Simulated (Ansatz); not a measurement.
**In3As: energy along a strain**

In3As, Pm-3m, a = 4.602 Å. The structure is a Materials Project entry; whether it is the stable form wasn't checked. Ansatz: PBE+D3(BJ), PAW, 420 eV, Γ-centred 10×10×10 mesh on 4 atoms, Gaussian smearing 0.15 eV; no spin polarisation. Cell vectors (Å): 4.602 0.000 0.000; 0.000 4.602 0.000; 0.000 0.000 4.602. The cell is strained by x per cent times the pattern (1 0 0 0 0 0) in the order xx yy zz yz xz xy (engineering shears), with fractional coordinates held. y is the free energy over the start, V0 = 24.368 Å³/atom. Points with a strain past 8.5 % were computed too (5) and aren't used here.

| x (%) | y (meV/atom) |
| --- | --- |
| -7.50 | ? |
| -3.75 | 4.30 |
| 0.00 | 0.00 |
| 3.75 | 4.57 |
| 7.50 | 18.31 |

Task: Fit y = c2 x² + c3 x³ to the other rows, get the stiffness along the pattern, and predict the missing energy.

Result: Least squares on the rows shown. y = 0.31361 x² + 0.0016165 x³. The clamped-ion stiffness p·C·p = 2 × 3.136 eV × 160.2 / 24.368 Å³ = 41 GPa, which is C11 in these axes. At x = -7.50 the fit asked for gives 16.96 meV/atom. The run gave 19.43 meV/atom, so the fit is 2.47 meV/atom too low, 13 % of the span of the series, against an rms of 0.05 meV/atom on the fitted rows. The row lies outside the fitted range. With a term in x⁴ added, a fit to the same known rows (none to spare) predicts 16.15 meV/atom, further off still.

Cost: 10 runs of about 1.8 core-minutes in all, on Intel Xeon 6975P-C (Granite Rapids) (shared hosts).